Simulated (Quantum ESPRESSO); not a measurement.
How NMR parameters follow strain in AlN (F-43m)

```
AlN
1.0
    0.00000     2.18399     2.18399
    2.18399     0.00000     2.18399
    2.18399     2.18399     0.00000
Al N
1 1
Direct
  0.00000   0.00000   0.00000
  0.75000   0.75000   0.75000
```
The geometry is a computed Materials Project entry, not a measured one. It is AlN in F-43m. Stability against distortions was not tested.

Isotropic strain: all lattice vectors are scaled together, so the volume changes by about three times as much; fractional positions kept.

Method: shieldings by GIPAW with PBE in a modified build of Quantum ESPRESSO, on JTH PAW datasets, 25 Ha, k-mesh 7×7×7 shifted, f-sum rule met within 0.013 %. Values are those of the named site's first atom. These are absolute shieldings with no macroscopic susceptibility term; δ = σ_ref − σ needs a reference computed alike. By our sweeps, such settings leave a few ppm in absolute σ. No d partial waves on Al: the paramagnetic term there is incompletely reconstructed. The structure is static (0 K, no zero-point motion).

Unchanged cell: σ_iso Al (ppm) = 435.0, σ_iso N (ppm) = 105.4.

Q: How do these values move along the path (lattice scale factor: 0.98, 0.99, 1.01, 1.02)?

A: 
| lattice scale factor | σ_iso Al (ppm) | σ_iso N (ppm) |
|---|---|---|
| 0.98 | 432.4 | 111.2 |
| 0.99 | 433.8 | 108.4 |
| 1 | 435.0 | 105.4 |
| 1.01 | 436.1 | 102.0 |
| 1.02 | 437.0 | 98.4 |
